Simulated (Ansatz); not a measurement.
Profile along the Mo–Mo line in Mo (bcc, W type)

Mo (bcc, W type), conventional cell a = b = c = 3.1296 Å, α = β = γ = 90.00°. The calculation uses the primitive cell of 1 atom, to which meshes and values per cell refer.

Fields along a shortest Mo–Mo line of a {211} plane (2.71 Å), from Mo to Mo, interpolated on the slice's grid (step about 0.2 Å). Calculation: PBEsol (plane waves to 420 eV, PAW, scalar-relativistic; Ansatz, a first-principles code). k mesh 21×21×21. Inside the PAW spheres the values are not all-electron values, and peaks at nuclei hang on which shells count as valence. Mo is run without spin polarisation. Mo was relaxed with its symmetry unable to fall.

| distance from Mo (Å) | valence electron density (e/Å³) | electron localisation function |
|---|---|---|
| 0.00 | 6.35 | x |
| 0.14 | 6.50 | x |
| 0.27 | 6.58 | x |
| 0.41 | 6.00 | x |
| 0.54 | 4.63 | 0.76 |
| 0.68 | 3.00 | 0.72 |
| 0.81 | 1.64 | 0.56 |
| 0.95 | 0.88 | 0.38 |
| 1.08 | 0.54 | 0.27 |
| 1.22 | 0.42 | 0.28 |
| 1.35 | 0.39 | 0.29 |
| 1.49 | 0.42 | 0.28 |
| 1.63 | 0.54 | 0.27 |
| 1.76 | 0.88 | 0.38 |
| 1.90 | 1.64 | 0.56 |
| 2.03 | 3.00 | 0.72 |
| 2.17 | 4.63 | 0.76 |
| 2.30 | 6.00 | x |
| 2.44 | 6.58 | x |
| 2.57 | 6.50 | x |
| 2.71 | 6.35 | x |

x: too close to a nucleus for the ELF to mean much.

Density on the Mo–Mo line (2.71 Å) at its midpoint: 0.39 e/Å³. ELF at that point: 0.3.
